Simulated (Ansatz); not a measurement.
Input file for Ansatz (a quantum-chemistry and plane-wave program):

Ansatz 0.2 input:
```yaml
crystal:
  lattice:
    - [3.9948348684, 0.0, 0.0]
    - [0.0, 3.9948348684, 0.0]
    - [0.0, 0.0, 3.9948348684]
  atoms:
    - { symbol: Sn, position: [0.0, 0.0, 0.0] }
    - { symbol: Ta, position: [0.5, 0.5, 0.5] }
    - { symbol: O, position: [0.0, 0.5, 0.5] }
    - { symbol: O, position: [0.5, 0.0, 0.5] }
    - { symbol: O, position: [0.5, 0.5, 0.0] }
kpoints:
  mp_grid: { grid: [10, 10, 10] }
hamiltonian:
  xc: lda
  pseudopotentials: { kind: paw }
scf:
  occupations: { method: fermi_dirac, width: 0.1 }
phonons:
  method: dfpt
  response_accuracy: low
  eigenvectors: true
  rigid_motions: translations
```

Output (shortened):

```
Pseudopotential: Sn, paw, valence charge 14
Pseudopotential: Ta, paw, valence charge 13
Pseudopotential: O, paw, valence charge 6
Functional definition: SPW92
Crystal: 5 atoms, lattice volume = 63.752 Å³
Basis set: ecut = 420 eV, 1237 PW (Γ), exchange–correlation on 54×54×54 points (8 copies of the dense FFT grid, shifted against one another)
Bands: 28, of which v1, the nominal top of the filled ones, is band 23 counted from 1 (22 counted from 0)
Symmetry: 48 space group operations
k-points: 216 of 1000 (irreducible under 8 space group operations)
SCF iter   1: F=—  HF=-17230.620123 eV  |F-HF|=—  |Δ(HF+E_count)|=         —  Δρ=1.99e-2  dr2=2.73e-1  ethr=1.77e-3  ⟨swp⟩=5.7  Hψ=27322  notcnv=0
preconditioner: auto → Kerker (q_TF=auto, 2.574 Å⁻¹)
SCF iter   2: F=—  HF=-17230.560398 eV  |F-HF|=—  |Δ(HF+E_count)|=   5.97e-2  Δρ=4.47e-3  dr2=8.44e-3  ethr=6.07e-4  ⟨swp⟩=2.1  Hψ=10422  notcnv=0
SCF iter   3: F=—  HF=-17230.558343 eV  |F-HF|=—  |Δ(HF+E_count)|=   2.06e-3  Δρ=2.02e-3  dr2=2.68e-3  ethr=1.88e-5  ⟨swp⟩=2.3  Hψ=9097  notcnv=0
SCF iter   4: F=—  HF=-17230.557633 eV  |F-HF|=—  |Δ(HF+E_count)|=   7.09e-4  Δρ=5.22e-4  dr2=1.83e-4  ethr=5.97e-6  ⟨swp⟩=1.0  Hψ=6051  notcnv=0
SCF iter   5: F=—  HF=-17230.557578 eV  |F-HF|=—  |Δ(HF+E_count)|=   5.53e-5  Δρ=1.04e-4  dr2=8.27e-6  ethr=4.07e-7  ⟨swp⟩=2.5  Hψ=10646  notcnv=0
SCF iter   6: F=—  HF=-17230.557577 eV  |F-HF|=—  |Δ(HF+E_count)|=   1.36e-6  Δρ=2.10e-5  dr2=4.14e-7  ethr=1.84e-8  ⟨swp⟩=2.7  Hψ=10215  notcnv=0
SCF iter   7: F=—  HF=-17230.557576 eV  |F-HF|=—  |Δ(HF+E_count)|=   7.55e-7  Δρ=6.30e-6  dr2=2.40e-8  ethr=9.20e-10  ⟨swp⟩=2.0  Hψ=9947  notcnv=0
SCF iter   8: F=—  HF=-17230.557576 eV  |F-HF|=—  |Δ(HF+E_count)|=   4.42e-9  Δρ=1.15e-6  dr2=7.76e-10  ethr=5.34e-11  ⟨swp⟩=2.0  Hψ=8280  notcnv=0
SCF iter  10: F=-17230.557576 eV  HF=-17230.557576 eV  |F-HF|=7.28e-12  |Δ(HF+E_count)|=  7.28e-12  Δρ=5.49e-8  dr2=1.45e-12  ethr=1.00e-12  ⟨swp⟩=5.6  Hψ=24639  notcnv=0
SCF 1 converged in 10 iterations: F = -17230.557576 eV  dr2 = 1.45e-12
DFPT response loops at Γ: preconditioner auto → Kerker (q_TF=auto, 2.574 Å⁻¹) (partly filled bands, converged f_vac=0.000) …
SCF converged after 10 iterations
Free energy (F): -17230.557576 eV
Harris-Foulkes:  -17230.557576 eV  (|F-HF|=7.28e-12)
Internal energy: -17230.494175 eV  (E = F + TS)
E sigma→0 (E₀):  -17230.525876 eV
Entropy (-TS):   -0.063401 eV (-12.680 meV/atom)
Fermi energy:    13.920062 eV
--- Per-component energies (eV) ---
  E_band       = -207.030553
  E_kinetic    = 1075.685631
  E_local      = -2278.293485  (includes V_loc(G=0)·N_el)
  E_nonlocal   = 141.060340
  E_hartree    = 1006.455725
  E_xc         = -815.104602
  E_vxc        = -584.050226  (∫ρ·V_xc dr)
  E_paw        = -12579.624843  (= ΣΔE_a)
  E_vpaw       = -574.351786  (= ΣTr[D̂ρ^β])
  E_aug_tail   = 0.007494  (compensation charges beyond the density's cutoff)
  E_ewald      = -3781.655002
  E_core_change = 0.974565  (= ΣΔE_core)
  E_smearing   = -0.063401  (= −TS)
  E_closure    = 0.000000  (closes the sum)
  Σ components = -17230.557576   (vs F -17230.557576, Δ=0.00e0)
  [band-id]    e_kinetic+e_local+e_nonlocal+2·e_hartree+e_vxc+e_vpaw+e_augmentation_tail = -207.030581   (vs E_band -207.030553, Δ=-2.78e-5)
--- Band table (eV; the first three rows and the last of 216) ---
  k-point 0: bands = ["-55.8386", "-22.4822", "-22.4822", "-22.4822", "-9.0146", "-9.0146", "-8.9678", "-8.9678", "-8.9678", "-7.1823", "-6.1203", "-6.1203", "6.2901", "7.1247", "7.1247", "7.1247", "9.0754", "9.0754", "9.0754", "9.5417", "9.5417", "9.5417", …
  k-point 1: bands = ["-55.8386", "-22.4920", "-22.4818", "-22.4818", "-9.0124", "-9.0107", "-8.9688", "-8.9688", "-8.9677", "-7.1300", "-6.1217", "-6.0713", "5.9102", "7.1354", "7.1354", "7.3954", "8.9557", "8.9557", "9.0380", "9.2951", "9.5049", "9.5049", …
  k-point 2: bands = ["-55.8385", "-22.5176", "-22.4808", "-22.4808", "-9.0068", "-9.0005", "-8.9714", "-8.9714", "-8.9674", "-7.0057", "-6.1254", "-5.9197", "5.3617", "7.1602", "7.1602", "7.1848", "8.6507", "8.6507", "8.9444", "9.2884", "9.4820", "9.4820", …
  k-point 215: bands = ["-55.8374", "-22.5737", "-22.5737", "-22.5737", "-9.0131", "-9.0131", "-9.0131", "-8.9475", "-8.9475", "-5.1667", "-5.1667", "-5.1667", "4.9567", "4.9916", "4.9916", "4.9916", "5.3174", "5.3174", "6.7347", "10.1696", "10.1696", …
--- Phonons (Γ-DFPT): 4 representative perturbations + reference, on 216 of 1000 k-points (Σ response iterations 12) ---
  ASR residual: 4.033e-4 → 0.000e0 eV/Å²; symmetrization residual: 3.787e-5 eV/Å²
  ASR residual per site (eV/Å²): 5.69e-5 4.03e-4 9.99e-5 9.99e-5 9.99e-5
  Γ frequencies (cm⁻¹): -38.27 -38.27 -38.27 0.00 0.00 0.00 261.24 261.24 261.24 269.96 269.96 269.96 580.81 580.81 580.81
  non-analytic LO–TO correction: not included (Born effective charges unavailable; polar crystals: no LO–TO splitting at Γ)
```

Cost: very roughly 3 core-minutes on shared cores.

Space group Pm-3m (cubic perovskite). The workflow started from an entry of the Crystallography Open Database (COD). Whether it is the stable phase at ambient conditions was not checked. The cell was relaxed with LDA under the symmetry of its start; of distortions, only those at the zone centre were tested, and some modes there are weakly imaginary. The run is not spin-polarised. With an odd number of electrons in the cell and no spin polarisation, the count alone makes it a metal. As this level gives no gap, phonon frequencies hold no LO–TO term and depend on the k-mesh and smearing (Fermi–Dirac, 0.1 eV here). Scalar-relativistic: spin–orbit coupling is off unless named, which matters more the heavier the elements.

Potentials: the later of the program's two PAW sets.

Ansatz is a plane-wave DFT program.
